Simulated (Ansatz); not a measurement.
# LuAl8Fe4: which magnetic order is lowest?

```xyz
13
Lattice="-4.3628 4.3628 2.5221 4.3628 -4.3628 2.5221 4.3628 4.3628 -2.5221" Properties=species:S:1:pos:R:3 pbc="T T T"
Lu    0.0000    0.0000    0.0000
Al    2.4493    4.3628    0.0000
Al    4.3628    2.4493    0.0000
Al    1.9135    0.0000    2.5221
Al    0.0000    1.9135    2.5221
Al    2.9710    0.0000    0.0000
Al    0.0000    2.9710    0.0000
Al    5.7546    0.0000    0.0000
Al    0.0000    5.7546    0.0000
Fe    2.1814    2.1814    1.2610
Fe   -2.1814    2.1814    1.2610
Fe    2.1814    2.1814   -1.2610
Fe    2.1814   -2.1814    1.2610
```

Computed with plane-wave PAW DFT (Ansatz 0.2.0): r2SCAN, 500 eV cutoff, 5×5×5 Γ-centred mesh, fermi-dirac occupations of width 0.050 eV. The atoms are fixed and numbered as listed; spin is collinear, without spin-orbit coupling.

Different starts of the self-consistent cycle ended in different solutions. Their moments in μB:

```csv
state,Fe10,Fe11,Fe12,Fe13,other atoms together,size of the net moment a cell
A,2.02,2.02,2.02,2.02,-0.49,7.08
B,2.11,-2.11,2.11,-2.11,0.00,0.00
C,0.00,0.00,0.00,0.00,0.00,0.00
```

Site moments are taken in small spheres that don't touch (radius about 0.4 of the atom's shortest bond), so those of the magnetic atoms read low, and they needn't add up to the net moment. State C was run without spin polarisation.

Which state has the lowest energy at zero smearing, and how far up are the others?

State A (parallel moments) comes first by a margin too small to trust; B (antiparallel, compensated) lies 2.1 meV above it, C (without moments) lies 168 meV above it, all counted an atom of the cell. The two lowest differ by only 6.8 meV for each atom with a column above, which mesh or functional could overturn.

Which states have a gap on the mesh, and what pressure does each exert on this cell?

A: no gap, -3.3 GPa; B: no gap, -3.0 GPa; C: no gap, -8.4 GPa (positive in compression). Moments take up room: without them the pressure is lower, so that state wants a smaller cell.

What does magnetism gain here?

168 meV an atom of the cell, or 546 meV for each Fe atom, against state C, which has none. In a metal like this the level decides whether moments form at all, so this is no ordering energy.

The cell is that of a Crystallography Open Database entry, unchanged.

Caveats: only orders that fit this cell and collinear spins were tried, so the true order may need a larger cell or canted moments; atoms and cell are not relaxed, and each state would relax in its own way; r2SCAN overestimates the moments and magnetic energies of itinerant metals, and can make a paramagnetic metal magnetic; the k mesh is coarse, so differences of a few meV are uncertain where a state is a metal; one start a pattern, so a lower state of the same pattern may exist; the nearest magnetic pairs stand parallel in every state found, so their coupling isn't measured.
